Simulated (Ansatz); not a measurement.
ZrAsRu (P-62m): electronic heat capacity and spin susceptibility from the density of states

Computed with DFT r2SCAN, scalar-relativistic, plane waves, PAW in Ansatz.

Plane waves to 500 eV, a k mesh through Γ of 6×6×10 on the computed 9-atom cell and Gaussian smearing (0.10 eV); no spin polarisation.

Relaxed cell: P-62m, a = 6.590 Å, b = 6.590 Å, c = 3.926 Å, α = 90.00°, β = 90.00°, γ = 120.00°, 9 atoms in the primitive cell. Whether it is the stable form of this composition wasn't checked.

The density of states at the Fermi level is 8.862 states/eV in the cell of 9 atoms (3 formula units; both spins, tetrahedra on a 9×9×15 mesh).

Task: What Sommerfeld coefficient and Pauli susceptibility does this give?

Result: Per formula unit N(E_F) = 2.954 states/eV. γ = (π²/3) k_B² N(E_F) N_A = 2.357 mJ/(mol K²) per state/eV, so γ = 7.0 mJ/(mol K²), a mole of formula units. χ_P = μ_B² N(E_F) N_A = 3.23×10⁻⁵ emu/mol per state/eV gives 9.6×10⁻⁵ emu/mol. This is the bare band result: a measured γ of the same phase is as a rule larger by a factor 1 + λ from phonons and spin fluctuations, the spin part of χ is larger by the Stoner factor, and a measured χ also holds orbital and core terms. N(E_F) at one energy is sensitive to the mesh where the density of states has sharp peaks.

Cost: 1 run of about 10 core-minutes, on Arm Neoverse V1 (shared hosts).